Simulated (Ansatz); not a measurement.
Structure optimisation: gallium, dhcp

Level of theory: DFT, r2SCAN, plane waves (500 eV) with PAW, scalar-relativistic in Ansatz 0.2.0. (PAW data from PBE, frozen cores regenerated.)

k-point mesh 12×12×4, Fermi-Dirac smearing 0.1 eV, no spin polarisation. Cell and atoms relax.

Starting structure:

```yaml
crystal:
  lattice:
    - [3.0261186087, 0.0, 0.0]
    - [-1.5130593044, 2.62069559, 0.0]
    - [0.0, 0.0, 9.8833033761]
  atoms:
    - { symbol: Ga, position: [0.0, 0.0, 0.0] }
    - { symbol: Ga, position: [0.0, 0.0, 0.5] }
    - { symbol: Ga, position: [0.3333333333, 0.6666666667, 0.25] }
    - { symbol: Ga, position: [0.6666666667, 0.3333333333, 0.75] }
hamiltonian:
  xc: r2scan
  pseudopotentials:
    kind: paw
    azcp:
      Ga: "pseudopotentials/Ga.paw.azcp"
basis:
  ecutwfc: 500
  fft_grid_basis: typed
kpoints:
  mp_grid: { grid: [12, 12, 4], shift: [0, 0, 0] }
magnetization:
  spin_polarized: false
scf:
  occupations: { method: fermi_dirac, width: 0.1 }
relax:
  max_steps: 60
  f_tol: 0.01
  cell: {}
```

Problem. What cell does the relaxation end in?

Solution. P6_3/mmc with a = 2.985 Å, c = 9.280 Å (c/a = 3.109); 17.91 Å³ per atom against 19.59 at the start (-8.6 %).

Problem. How much energy does the relaxation gain?

Solution. 25.4 meV per atom.
